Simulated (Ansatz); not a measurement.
CaCu₂S₂ in space group P-3m1 (No. 164; Cu on 2d, Ca on 1a, S on 2d), r²SCAN (plane waves, PAW; program Ansatz). The conduction-band minimum lies at Γ, with 1 equivalent valley. Second derivatives d²E/dk² of the lowest band at one valley (eV·Å²), along Cartesian directions:

```json
[
 {"direction": "[100]", "d²E/dk²": "33.57"},
 {"direction": "[010]", "d²E/dk²": "33.57"},
 {"direction": "[001]", "d²E/dk²": "37.86"},
 {"direction": "[110]", "d²E/dk²": "33.57"},
 {"direction": "[101]", "d²E/dk²": "35.73"},
 {"direction": "[011]", "d²E/dk²": "35.74"}
]
```

Problem. Find the principal effective masses, the density-of-states mass and the conductivity mass.

Solution. Off-diagonal terms follow from H_xy = H[110] − (H_xx + H_yy)/2, and m*/mₑ = 7.620 eV·Å² over each eigenvalue: 0.20, 0.23, 0.23. One valley's DOS mass (m₁m₂m₃)^(1/3) = 0.22, conductivity mass 3/(Σ 1/mᵢ) = 0.22 mₑ.

Problem. What effective density of states Nc follows at 300 K for parabolic valleys?

Solution. Nc = 2.509e19 × 1 × (0.22)^(3/2) ≈ 2.6e18 cm⁻³.

The workflow started from an entry of the Crystallography Open Database (COD, 293 K). Its standing as an ambient phase is unchecked. Symmetry was held in the r²SCAN relaxation; whether a distortion lowers the energy is not shown. No spin polarisation was allowed.

Potentials: the later of the program's two PAW sets.

Edges and masses are those of Kohn–Sham bands, whose gap is no quasiparticle gap.
